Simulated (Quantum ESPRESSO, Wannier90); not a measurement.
Wannier functions of ZrN (rock salt)

```
ZrN
1.0
    0.00000     2.29427     2.29427
    2.29427     0.00000     2.29427
    2.29427     2.29427     0.00000
Zr N
1 1
Direct
  0.50000   0.50000   0.50000
  0.00000   0.00000   0.00000
```

Structure: Materials Project mp-1352, symmetrised, not relaxed again. COD (Crystallography Open Database) has an entry of this formula and space group (matched by these alone). Computed values, not measurements, from PBEsol: Quantum ESPRESSO (norm-conserving PseudoDojo potentials, cutoff 68 Ry, spinors with spin-orbit coupling) on a Γ-centred 8×8×8 mesh, then Wannier90. Density: 12×12×12 mesh, cold smearing 0.01 Ry.

Base run: 16 functions from bands 11-44 of the 44 computed, start hydrogen-like Zr: d; N: p, centres 0.05 Å off the atoms, frozen window up to 1.50 eV relative to the Fermi level, outer window open. Rows change the key named; with other orbitals the number of functions and the frozen window follow, as listed; window edges are relative to the Fermi level. The misfit compares interpolated bands with pw.x on a high-symmetry path, for states up to 1.0 eV relative to the Fermi level. Converged means that the tolerances were met: symmetric starts can stop on a saddle, which shows as a larger Ω_OD at equal Ω_I and can move the misfit too.

| setting | functions | frozen to (eV) | Ω_I (Å²) | Ω_D (Å²) | Ω_OD (Å²) | rms misfit (meV) | worst (meV) | ended |
|---|---|---|---|---|---|---|---|---|
| base | 16 | 1.50 | 19.99 | 0.00 | 0.56 | 6.2 | 73 | converged |

**Question.** Starting from this base row, predict which settings stop with an error, and how Ω_I and the misfit move in the others: only the lowest 18 of the kept bands; only the lowest 25 of the kept bands; only the lowest 29 of the kept bands; dis_num_iter = 20.

**Answer.** 
```json
[
 {"setting": "only the lowest 18 of the kept bands", "functions": "16", "frozen to (eV)": "1.50", "Ω_I (Å²)": "21.77", "Ω_D (Å²)": "0.00", "Ω_OD (Å²)": "0.70", "rms misfit (meV)": "3.2", "worst (meV)": "42", "ended": "converged"},
 {"setting": "only the lowest 25 of the kept bands", "functions": "16", "frozen to (eV)": "1.50", "Ω_I (Å²)": "20.37", "Ω_D (Å²)": "0.00", "Ω_OD (Å²)": "0.57", "rms misfit (meV)": "5.7", "worst (meV)": "74", "ended": "converged"},
 {"setting": "only the lowest 29 of the kept bands", "functions": "16", "frozen to (eV)": "1.50", "Ω_I (Å²)": "20.14", "Ω_D (Å²)": "0.00", "Ω_OD (Å²)": "0.56", "rms misfit (meV)": "6.1", "worst (meV)": "74", "ended": "converged"},
 {"setting": "dis_num_iter = 20", "functions": "16", "frozen to (eV)": "1.50", "Ω_I (Å²)": "20.01", "Ω_D (Å²)": "0.00", "Ω_OD (Å²)": "0.56", "rms misfit (meV)": "6.5", "worst (meV)": "75", "ended": "step limit"}
]
```
